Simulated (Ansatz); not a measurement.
ZrO₂ (tetragonal-ZrO2 type, space group P4_2/nmc)

```
ZrO2
1.0
    3.58448     0.00000     0.00000
    0.00000     3.58448     0.00000
    0.00000     0.00000     5.17719
Zr O
2 4
Direct
  0.00000   0.00000   0.00000
  0.50000   0.50000   0.50000
  0.00000   0.50000   0.20147
  0.00000   0.50000   0.70147
  0.50000   0.00000   0.29853
  0.50000   0.00000   0.79853
```

The slice is a (001) plane (indices of the conventional cell) through the point (0.500, 0.000, 0.298) (fractional), spanned by u = [100] and v = [010] in vectors of this cell: u (3.58 Å) and v (3.58 Å, at 90° to u). It covers one period; positions are fractions (u, v).

All values below come from PBEsol (plane waves to 420 eV, PAW, scalar-relativistic; Ansatz, a quantum-chemistry and plane-wave program). k mesh 9×9×7. These are valence fields of a PAW run, semicore shells included where kept as valence: close to a nucleus they are smooth pseudo fields. This is a high-temperature form of ZrO2. ZrO2 is run without spin polarisation. ZrO2 was relaxed with its symmetry unable to fall.

### Question
Predict the map of the valence electron density on the slice.

### Answer
```
|99875421000001245789|
|98865321000001235688|
|77654321111111234567|
|65543211112111123455|
|44432222233322222344|
|33322223344433222233|
|33222234555554322223|
|33222345666665432223|
|33323345677765433233|
|33323345678765433233|
|33323345677765433233|
|33222345666665432223|
|33222234555554322223|
|33322223344433222233|
|44432222233322222344|
|65543211112111123455|
|77654321111111234567|
|98865321000001235688|
|99875421000001245789|
|99975421000001245799|
```
Scale: ten equal steps from -1.20 (start of '0') to 0.88 (end of '9'), in the order '0123456789'. Values: log₁₀ of the valence density in e/Å³. The map has 20 points along u (one character each, u = 0 at the left) and 20 along v (v = 0 in the bottom row). The scale is logarithmic, as a density can span decades between atoms and voids.
